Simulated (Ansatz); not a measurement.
# Axial (c/a) deformation path in Pb

Computed with DFT r2SCAN, scalar-relativistic, plane waves, PAW in Ansatz 0.2.0. Cutoff 500 eV, Γ-centred 18×18×10 k-points, Gaussian smearing of 0.15 eV. Spin–orbit coupling is left out, which can shift energies with elements as heavy as these. No spin polarisation. Energies are free energies at this smearing, counted from the undisturbed cell; pressure is positive in compression.

The undisturbed cell (as given, not relaxed at this level; it stands at 2.8 GPa; this form isn't the usual structure):

```xyz
2
Lattice="3.4800 0.0000 0.0000 -1.7400 3.0138 0.0000 0.0000 0.0000 5.5900" Properties=species:S:1:pos:R:3 pbc="T T T"
Pb    0.0000    2.0092    1.3975
Pb    1.7400    1.0046    4.1925
```

At fixed volume and fractional coordinates, lengths along (0.000, 0.000, 1.000) are scaled against those across it; ρ is that ratio over its starting value. The cell is metallic on the mesh throughout.

```
    ρ  ΔE (meV/atom)
0.800          111.3
0.850           78.2
0.920           31.5
0.960           13.3
1.000            0.0
1.050           -4.3
1.100            8.9
1.200           67.9
1.300          173.9
```

Question: Predict the pressure (GPa) at each point.

Answer:
```csv
ρ,pressure (GPa)
0.800,4.9
0.850,4.2
0.920,3.2
0.960,2.9
1.000,2.8
1.050,2.8
1.100,3.1
1.200,4.4
1.300,6.6
```